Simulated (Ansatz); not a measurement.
The start is a relaxed TaSi2 cell, doubled along one cell vector, shaken by Gaussian noise of σ = 0.08 Å a coordinate. The cell and all atomic positions are relaxed at zero pressure with r2SCAN (plane waves to 500 eV, PAW, scalar-relativistic; Ansatz, an electronic-structure program). First-step values are on the input's coarse k-mesh.

Ansatz input (later rounds restart from its end on a renewed k-mesh):
Ansatz 0.2 input:
```yaml
crystal:
  lattice:
    - [8.1820553206, -0.0000000001, 0]
    - [-2.0455138301, 3.5429338814, 0]
    - [0, 0, 7.6969244791]
  atoms:
    - { symbol: Si, position: [0.1730045524, 0.6755045696, 0.1597240704] }
    - { symbol: Si, position: [0.6707435961, 0.6681114624, 0.1622952248] }
    - { symbol: Si, position: [0.3444428767, 0.34874286, 0.1593053643] }
    - { symbol: Si, position: [0.8253986945, 0.322237227, 0.1435624731] }
    - { symbol: Si, position: [0.319188798, 0.305128578, 0.8335306687] }
    - { symbol: Si, position: [0.8196543127, 0.3748930505, 0.8427461757] }
    - { symbol: Si, position: [0.1394029493, 0.6376097292, 0.8584948763] }
    - { symbol: Si, position: [0.6482097812, 0.667964843, 0.8476068369] }
    - { symbol: Ta, position: [-0.0138140688, -0.02379729, 0.3088695687] }
    - { symbol: Ta, position: [0.5070352771, 0.0272221327, 0.3159314488] }
    - { symbol: Ta, position: [0.0098122263, 0.0000729171, 0.6812619587] }
    - { symbol: Ta, position: [0.5109079942, -0.0091268154, 0.6591890791] }
basis: { ecutwfc: 500, ecutrho_ratio: 4, xc_grid: 4, fft_grid_basis: typed }
kpoints: { mp_grid: { grid: [4, 7, 3] } }
hamiltonian:
  xc: r2scan
  dispersion: none
  pseudopotentials: { kind: paw }
scf: { occupations: { method: fermi_dirac, width: 0.05 } }
relax: { f_tol: 0.01, max_steps: 100, cell: { stress_tol: 0.02 } }
output: { forces: true, stress: true }
```

Problem. What is the largest force in the starting geometry, and on which atom (counted from 1)?

Solution. About 2.4 eV/Å, on Ta12 (atoms numbered as listed).

Problem. By how much does the energy per atom fall from start to end?

Solution. 0.38 eV/atom.

Problem. How does the volume per atom move from start to end?

Solution. -11.1 %, from 18.59 to 16.53 Å³/atom.

Problem. Does it find its way back to the structure it was made from?

Solution. It does not go back: it reaches Cmce (No. 64), 0.29 eV/atom below the parent.

Problem. Is the relaxed structure metallic? Give its gap.

Solution. Zero (metallic).

Problem. What does it relax into? Give the structure.

Solution. 
```cif
data_Si16Ta8
_chemical_formula_sum 'Si16 Ta8'
_space_group_name_H-M_alt 'Cmce'
_space_group_IT_number 64
_space_group_name_Hall '-C 2ac 2'
_cell_length_a 4.40898
_cell_length_b 13.00242
_cell_length_c 6.92044
_cell_angle_alpha 90.000
_cell_angle_beta 90.000
_cell_angle_gamma 90.000
loop_
_atom_site_label
_atom_site_type_symbol
_atom_site_symmetry_multiplicity
_atom_site_Wyckoff_symbol
_atom_site_fract_x
_atom_site_fract_y
_atom_site_fract_z
_atom_site_occupancy
Si1 Si 8 f 0.00000 0.07367 0.33733 1
Si2 Si 8 f 0.00000 0.38104 0.16937 1
Ta1 Ta 8 f 0.00000 0.18610 0.03326 1
```
(The calculation used a cell of 12 atoms; values per cell refer to that cell.)

Final values are on a 11×11×7 k-mesh of the relaxed cell. No spin polarisation in the result.

The relaxed structure here is a generated cell of TaSi2: the first start was made by placing the elements on the sites of a structure type, and the end was not matched to a known phase here, so it may be hypothetical. Known forms of TaSi2 include space group No. 181.
